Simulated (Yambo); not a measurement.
Absorption of Ba$_{2}$SrWO$_{6}$ (space group R-3, No. 148) with and without the electron-hole interaction (Yambo, PBEsol bands; 4×4×4 mesh, 15 valence and 9 conduction bands, static screening with 101 bands and a 3 Ry block, scissor 1.66 eV, Tamm-Dancoff; field along x). Axes are Cartesian, with cell vectors (Å) (3.11, 1.79, 4.97), (-3.11, 1.79, 4.97), (0.00, -3.59, 4.97).

```
E (eV)  Im ε, BSE  Im ε, independent quasiparticles
------  ---------  --------------------------------
2.55         0.08                              0.05
2.65         0.08                              0.06
2.75         0.09                              0.06
2.85         0.10                              0.06
2.95         0.11                              0.07
3.05         0.12                              0.07
3.15         0.13                              0.08
3.25         0.15                              0.08
3.35         0.17                              0.09
3.45         0.20                              0.10
3.55         0.24                              0.11
3.65         0.31                              0.12
3.75         0.41                              0.13
3.85         0.60                              0.14
3.95         0.97                              0.16
4.05         1.43                              0.18
4.15         1.40                              0.20
4.25         1.22                              0.23
4.35         1.37                              0.27
4.45         1.84                              0.32
4.55         2.37                              0.40
4.65         2.81                              0.53
4.75         3.02                              0.74
4.85         2.94                              1.10
4.95         2.89                              1.46
5.05         2.68                              1.75
5.15         2.61                              2.09
5.25         2.63                              2.39
5.35         2.71                              2.98
5.45         2.77                              4.03
5.55         2.96                              5.23
5.65         3.47                              6.10
5.75         4.34                              6.51
5.85         5.17                              6.78
5.95         5.06                              6.95
6.05         4.46                              6.93
6.15         4.36                              6.22
6.25         3.85                              5.09
6.35         3.15                              4.22
6.45         3.04                              3.30
6.55         3.28                              2.74
6.65         3.59                              2.43
6.75         4.17                              2.21
6.85         4.81                              2.14
6.95         5.39                              2.16
7.05         5.70                              2.03
7.15         5.71                              1.93
7.25         5.35                              1.92
7.35         4.82                              1.96
7.45         4.47                              2.04
7.55         4.10                              2.27
7.65         3.78                              2.78
7.75         3.47                              3.37
7.85         3.19                              3.79
7.95         2.88                              4.40
8.05         2.63                              5.07
```

The scissor comes from a G0W0 run whose convergence isn't established. Broadening 0.15 eV. The band window holds all transitions up to 8.1 eV. Fine structure above the onset can come from the mesh.

Spin-orbit coupling is left out, which matters for elements this heavy: edges can move by tenths of an eV.

Geometry of the Materials Project entry, not relaxed at this level; primitive cell a = 6.1295 Å, b = 6.1295 Å, c = 6.1295 Å, α = 60.96°, β = 60.96°, γ = 60.96°.

The structure is a Materials Project entry; no match was found in the copy of COD used, and its stability was not checked.
